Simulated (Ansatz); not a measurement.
CdSe (wurtzite)

```
CdSe
1.0
    4.33999     0.00000     0.00000
   -2.17000     3.75854     0.00000
    0.00000     0.00000     7.07803
Cd Se
2 2
Cartesian
  2.17000   1.25285   0.00396
  0.00000   2.50569   3.54298
  2.17000   1.25285   4.42122
  0.00000   2.50569   0.88221
```

In each cell atom 4 (Se, nearest neighbour Cd at 2.655 Å; its periodic images, 4.3 Å or more away, move with it) moves by s·(0.577, 0.577, 0.577) (along Cartesian [111]), the rest being held.

The numbers are results of r2SCAN (plane waves to 500 eV, PAW, scalar-relativistic; Ansatz, a quantum-chemistry and plane-wave program), not measurements. k mesh 7×7×4 (Γ-centred), Fermi-Dirac smearing 0.05 eV. Left out: 1 of 11 points, with atoms too close for the PAW data. F∥ is the force on the atom along that direction. CdSe was relaxed with its symmetry unable to fall. 

```csv
s (Å),F∥ (eV/Å)
-0.640,9.406
-0.480,5.322
-0.320,2.744
-0.160,1.094
0.000,0.000
0.160,-0.758
0.320,-1.302
0.480,-1.686
0.640,-1.927
0.800,-2.020
```

**Question.** What is the force constant k = d²E/ds² of this move at s = 0?

**Answer.** 5.61 eV/Å². The forces along the line at the two nearest points give (1.094 − (-0.758)) / (2·0.160) = 5.79 eV/Å²; the next pair corrects for the finite step.

(For displaced atoms, the force is minus the slope of the energy, and its curvature is a force constant, which sets phonon frequencies.)
